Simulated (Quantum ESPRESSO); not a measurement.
# Band energies of Cs$_{2}$KYCl$_{6}$

```
CELL_PARAMETERS angstrom
      0.00000     5.67746     5.67746
      5.67746     0.00000     5.67746
      5.67746     5.67746     0.00000
ATOMIC_POSITIONS crystal
  Cl 0.76708 0.23292 0.23292
  Cl 0.23292 0.76708 0.76708
  Cl 0.23292 0.76708 0.23292
  Cl 0.76708 0.23292 0.76708
  Cl 0.23292 0.23292 0.76708
  Cl 0.76708 0.76708 0.23292
  K  0.50000 0.50000 0.50000
  Y  0.00000 0.00000 0.00000
  Cs 0.75000 0.75000 0.75000
  Cs 0.25000 0.25000 0.25000
```

norm-conserving PBEsol (Quantum ESPRESSO, 74 Ry, scalar-relativistic); path ΓXWKΓLUWLK,UX; energies in eV from the valence-band maximum.

```csv
k (1/Å),point,band 36,band 37,band 38,band 39,band 40,band 41,band 42,band 43
0.00,Γ,-0.23,-0.23,0.00,0.00,0.00,4.96,5.11,5.11
0.28,,-0.29,-0.29,-0.15,-0.15,0.00,5.13,5.33,5.33
0.55,X,-0.36,-0.36,-0.33,-0.33,-0.01,5.16,5.53,5.53
0.55,W,-0.46,-0.44,-0.36,-0.14,-0.14,5.34,5.34,5.53
0.75,K,-0.48,-0.34,-0.30,-0.26,-0.07,5.25,5.46,5.49
0.94,,-0.39,-0.32,-0.17,-0.16,-0.12,5.31,5.32,5.36
1.14,,-0.27,-0.27,-0.07,-0.05,-0.03,5.17,5.19,5.20
1.34,Γ,-0.23,-0.23,0.00,0.00,0.00,4.96,5.11,5.11
1.58,,-0.28,-0.28,-0.08,-0.08,-0.05,5.19,5.23,5.23
1.82,L,-0.32,-0.32,-0.18,-0.18,-0.13,5.28,5.35,5.35
1.98,,-0.39,-0.33,-0.22,-0.18,-0.12,5.30,5.37,5.40
2.15,U,-0.48,-0.34,-0.30,-0.26,-0.07,5.25,5.46,5.49
2.15,W,-0.46,-0.44,-0.36,-0.14,-0.14,5.34,5.34,5.53
2.28,,-0.42,-0.38,-0.30,-0.15,-0.14,5.33,5.34,5.48
2.41,,-0.36,-0.34,-0.21,-0.17,-0.13,5.30,5.35,5.39
2.55,L,-0.32,-0.32,-0.18,-0.18,-0.13,5.28,5.35,5.35
2.66,,-0.35,-0.33,-0.20,-0.17,-0.13,5.29,5.35,5.38
2.77,,-0.44,-0.34,-0.25,-0.21,-0.11,5.29,5.40,5.44
2.88,K,-0.48,-0.34,-0.30,-0.26,-0.07,5.25,5.46,5.49
2.88,U,-0.48,-0.34,-0.30,-0.26,-0.07,5.25,5.46,5.49
3.08,X,-0.36,-0.36,-0.33,-0.33,-0.01,5.16,5.53,5.53
```

The PBEsol gap is direct, 4.96 eV at Γ. Another valence extremum on the path lies within 0.02 eV, too close to call.

Geometry of the Materials Project entry, not relaxed at this level.

The structure is a Materials Project entry; no match was found in the copy of COD used, and its stability was not checked.
